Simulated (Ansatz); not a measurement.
input.yaml (Ansatz)

```yaml
crystal:
  lattice:
    - [3.37419179, 0.0, 0.0]
    - [-1.687095895, 2.9221358073, 0.0]
    - [0.0, 0.0, 11.2512291827]
  atoms:
    - { symbol: Bi, position: [0.0, 1.0, 0.0] }
    - { symbol: Bi, position: [0.0, 1.0, 0.5] }
    - { symbol: Bi, position: [0.3333333333, 0.6666666667, 0.25] }
    - { symbol: Bi, position: [0.6666666667, 0.3333333333, 0.75] }
hamiltonian:
  xc: pbesol
  pseudopotentials:
    kind: paw
    azcp:
      Bi: "pseudopotentials/Bi.paw.azcp"
basis:
  ecutwfc: 420
  fft_grid_basis: typed
kpoints:
  mp_grid: { grid: [12, 12, 3], shift: [0, 0, 0] }
magnetization:
  spin_polarized: false
scf:
  occupations: { method: fermi_dirac, width: 0.1 }
  lower_state_search: "off"
output:
  stress: true
```

Terminal output

```
Warning: the record states the generating functional pbe (its physics header spells it `PBE`), which answers neither for hamiltonian.xc's functional nor for the pbesol family's — results may be inconsistent (PPs are generated against a specific XC)
Engine: ansatz 0.2.0, aarch64-unknown-linux-gnu
Pseudopotentials: kind: paw
Pseudopotential: Bi, paw, valence charge 15, recommended cutoff 420 eV (normal) 
Functional definition: PBEsol
  exchange = pbesol_x
  correlation = pbesol_c
Crystal: 4 atoms, lattice volume = 110.935 Å³
Basis set: ecut = 420 eV, 2173 PW (Γ)
Bands: 35, of which v1, the nominal top of the filled ones, is band 30 counted from 1 (29 counted from 0)
Symmetry: 24 space group operations
Space group: P63/mmc (ITA 194), of the structure as read, at distance tolerance 4.8e-5 Å
k-points: 38 of 432
Non-local potential: Bi, projectors of the file, l = 0: 2, l = 1: 2, l = 2: 2, l = 3: 2
PAW form: soft (Blöchl's): semilocal exchange-correlation on the pseudo side does not see the compensation charge
PAW frozen core: Bi, regenerated for the run's functional, and the local potential with it (the file was generated under x = pbe(κ = 0.804, μ = 0.2195149727645171), c = pbe(β = 0.06672455060314922))
PAW one-centre angular grid: Bi, 590 points (default); XC on 64 Gauss nodes
Initial density: superposition of atomic densities (neutral atoms: chi_scale 0, normalization atom), corrected by the library's trained network
Initial wavefunctions: pseudopotential atomic-orbital guess
Functional: x = pbesol(κ = 0.804, μ = 0.12345679012345678), c = pbesol(β = 0.046)
SCF iter   1: F=—  HF=-48967.464802 eV  |F-HF|=—  |Δ(HF+E_count)|=         —  Δρ=1.44e-3  dr2=2.36e-3  ethr=1.77e-3  ⟨swp⟩=6.8  Hψ=5919  notcnv=0
SCF iter   2: F=—  HF=-48967.463474 eV  |F-HF|=—  |Δ(HF+E_count)|=   1.33e-3  Δρ=8.57e-4  dr2=8.80e-4  ethr=3.93e-6  ⟨swp⟩=2.1  Hψ=2723  notcnv=0
SCF iter   3: F=—  HF=-48967.463328 eV  |F-HF|=—  |Δ(HF+E_count)|=   1.46e-4  Δρ=1.84e-4  dr2=4.47e-5  ethr=1.47e-6  ⟨swp⟩=2.0  Hψ=2413  notcnv=0
SCF iter   4: F=—  HF=-48967.463334 eV  |F-HF|=—  |Δ(HF+E_count)|=   5.36e-6  Δρ=5.12e-5  dr2=2.33e-6  ethr=7.46e-8  ⟨swp⟩=2.0  Hψ=1695  notcnv=0
SCF iter   5: F=—  HF=-48967.463333 eV  |F-HF|=—  |Δ(HF+E_count)|=   7.99e-7  Δρ=1.51e-5  dr2=2.69e-7  ethr=3.88e-9  ⟨swp⟩=2.0  Hψ=2466  notcnv=0
SCF iter   6: F=-48967.463333 eV  HF=-48967.463333 eV  |F-HF|=4.63e-9  |Δ(HF+E_count)|=   1.22e-9  Δρ=3.72e-6  dr2=1.14e-8  ethr=1.67e-10  ⟨swp⟩=5.0  Hψ=5085  notcnv=0
SCF 1 converged in 6 iterations: F = -48967.463333 eV  dr2 = 1.14e-8
SCF converged after 6 iterations
Free energy (F): -48967.463333 eV
Harris-Foulkes:  -48967.463333 eV  (|F-HF|=4.63e-9)
Internal energy: -48967.391138 eV  (E = F + TS)
E sigma→0 (E₀):  -48967.427235 eV
Entropy (-TS):   -0.072195 eV (-18.049 meV/atom)
Fermi energy:    13.625934 eV
--- Per-component energies (eV) ---
  E_band       = -225.658303
  E_kinetic    = 1216.762073
  E_local      = -5254.229001  (includes V_loc(G=0)·N_el)
  E_nonlocal   = 2248.356880
  E_hartree    = 1646.926530
  E_xc         = -605.606559
  E_vxc        = -582.424279  (∫ρ·V_xc dr)
  E_paw        = -42037.412842  (= ΣΔE_a)
  E_vpaw       = -1147.976093  (= ΣTr[D̂ρ^β])
  E_aug_tail   = -0.001865  (compensation charges beyond the density's cutoff)
  E_ewald      = -6182.545362
  E_core_change = 0.359009  (= ΣΔE_core)
  E_smearing   = -0.072195  (= −TS)
  E_closure    = -0.000000  (closes the sum)
  Σ components = -48967.463333   (vs F -48967.463333, Δ=0.00e0)
--- Stress (GPa, compression-positive) ---
        5.839687      -0.000000      -0.000000
        0.000000       5.839687       0.000000
       -0.000000       0.000000       5.874102
  P = ⅓ Tr σ = 5.8512 GPa (58.512 kbar)
```

Launched by

```sh
ansatz run input.yaml --threads 2 --pin off --max-ram 5120MiB --backend cpu --events-out ev --progress --plain --runs-dir out
```

On 2 threads of Arm Neoverse V1 (shared host) this took about 3.7 s of wall time and 7.1 s of CPU time.
